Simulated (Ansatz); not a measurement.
BaMg2P2:
```
BaMg2P2
1.0
    4.36799     0.00000     0.00000
   -2.18400     3.78279     0.00000
    0.00000     0.00000     7.60614
Ba Mg P
1 2 2
Cartesian
  0.00000   0.00000   0.00000
  2.18400   1.26093   2.87158
  0.00000   2.52186   4.73455
  2.18400   1.26093   5.49543
  0.00000   2.52186   2.11071
```

Plane-wave PAW r²SCAN (Ansatz code) gives a gap of 1.48 eV without spin–orbit coupling, maximum at Γ, minimum at M.

Problem. What happens when spin–orbit coupling is switched on?

Solution. The gap drops by 0.02 eV, to 1.46 eV; maximum at Γ, minimum at M.

Problem. Give the electron effective mass with spin–orbit coupling.

Solution. 0.18, 0.82, 1.5 mₑ (principal values).

Problem. Give the hole effective mass with spin–orbit coupling.

Solution. 0.31, 0.31, 0.93 mₑ (principal values).

Space group P-3m1. The workflow started from a Materials Project entry (that database holds measured and hypothetical structures alike); the Crystallography Open Database copy checked does not list it. Its standing as an ambient phase is unchecked. The cell was relaxed with r²SCAN under the symmetry of its start; its stability against distortions is not shown here.

Potentials: the later of the program's two PAW sets.
